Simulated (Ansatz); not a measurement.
**Bi₂S₃ at a changed volume: Coordination and ²⁰⁹Bi quadrupole coupling**

Cell: a structure deposited in the COD, relaxed with PBE at fixed cell and then changed (volume scaled by 0.96, ions relaxed).

```cif
data_Bi2S3
_symmetry_space_group_name_H-M 'Pnma'
_symmetry_Int_Tables_number 62
_cell_length_a 11.1917
_cell_length_b 3.9400
_cell_length_c 11.0417
_cell_angle_alpha 90.000
_cell_angle_beta 90.000
_cell_angle_gamma 90.000
loop_
_atom_site_label
_atom_site_type_symbol
_atom_site_symmetry_multiplicity
_atom_site_Wyckoff_symbol
_atom_site_fract_x
_atom_site_fract_y
_atom_site_fract_z
Bi1 Bi 4 c 0.4921 0.2500 0.3246
Bi5 Bi 4 c 0.3342 0.7500 0.0315
S9 S 4 c 0.2816 0.2500 0.1954
S13 S 4 c 0.5497 0.7500 0.1297
S17 S 4 c 0.3767 0.7500 0.4442
```

One atom of each set is listed.

Method: Kohn–Sham DFT in Ansatz, PBE, plane waves and PAW, scalar-relativistic, 420 eV cutoff, Γ-centred 3×7×3 k-points, Fermi–Dirac smearing 0.02 eV.

Q(²⁰⁹Bi) = -516.0 mb.

**Question.** Order the Bi environments from the weakest to the strongest quadrupole coupling.
A. Bi1: 7 S at 2.70–3.25 Å
B. Bi5: 7 S at 2.64–3.22 Å

**Answer.** A (58.2 MHz, η = 0.76), B (197 MHz, η = 0.12).

Spin–orbit coupling is left out, which shifts gradients on Bi by a few per cent, and by more where contributions nearly cancel. Newer work puts Q(²⁰⁹Bi) near −420 mb, which would lower these couplings by about a fifth.
